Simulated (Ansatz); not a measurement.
Start of a relaxation of ScAs4:

```cif
data_structure
_symmetry_space_group_name_H-M 'I4/mmm'
_symmetry_Int_Tables_number 139
_cell_length_a 7.1314
_cell_length_b 7.1314
_cell_length_c 4.7674
_cell_angle_alpha 90.000
_cell_angle_beta 90.000
_cell_angle_gamma 90.000
_cell_volume 242.46
loop_
_atom_site_label
_atom_site_type_symbol
_atom_site_symmetry_multiplicity
_atom_site_Wyckoff_symbol
_atom_site_fract_x
_atom_site_fract_y
_atom_site_fract_z
_atom_site_occupancy
Sc1 Sc 2 b 0.00000 0.00000 0.50000 1
As1 As 8 j 0.83256 0.50000 0.00000 1
```

Computed with DFT PBE, scalar-relativistic, plane waves, PAW in Ansatz. Cutoff 420 eV, Gaussian smearing, Γ-centred meshes. Cell and atoms relax first on a coarse mesh and then on a finer one. In between, the cell is made exact in the group found at 0.06 Å. In metals the finer mesh still leaves noise of several meV/atom or more. The steps can't lower the symmetry of their start. No spin polarisation.

A guess keeps its type if space group and coordination stay and the shape of the cell changes little (axis ratios within about 15 %, angles within 6°); the volume may change.

**Question.** Does it keep its structure type, or change into something else?

**Answer.** It doesn't keep its type. The symmetry stays I4/mmm (No. 139). The volume per atom shrinks by 2.8 %, from 24.2 to 23.6 Å³. The shortest distance goes from 2.37 Å (Sc–As) to 2.71 Å (Sc–As). The ratio c/a of the conventional cell changes by a factor of 0.57. Counting neighbours within 15 % of an atom's shortest distance, the start has As 2, Sc 4 and the end As 5, Sc 4. In detail, at the end Sc has 4 As at 2.71 Å and 2 Sc at 3.24 Å; As is surrounded by 1 Sc at 2.71 Å, 4 As at 2.74 Å and 3 As at 3.12–3.24 Å.

Space group I4/mmm (No. 139). a = 8.527 Å, b = 8.527 Å, c = 3.240 Å, α = 90.00°, β = 90.00°, γ = 90.00°
```csv
atom,site,symmetry,x,y,z
Sc,2b,4/mmm,0.0000,0.0000,0.5000
As,8j,m2m.,0.8172,0.5000,0.0000
```

The last run used a 12×12×12 mesh for its 5-atom cell and Gaussian smearing of 0.10 eV. The cell is a metal run without spin, though a test with spin on the coarse mesh kept 0.7 μB a cell, so a magnetic state probably lies lower. Symmetry constrained the relaxation, so the result can be a saddle point. Another cell of ScAs4 relaxed alike, in I4/m, lies 0.54 eV/atom lower, so this cell isn't the stable form at this level.
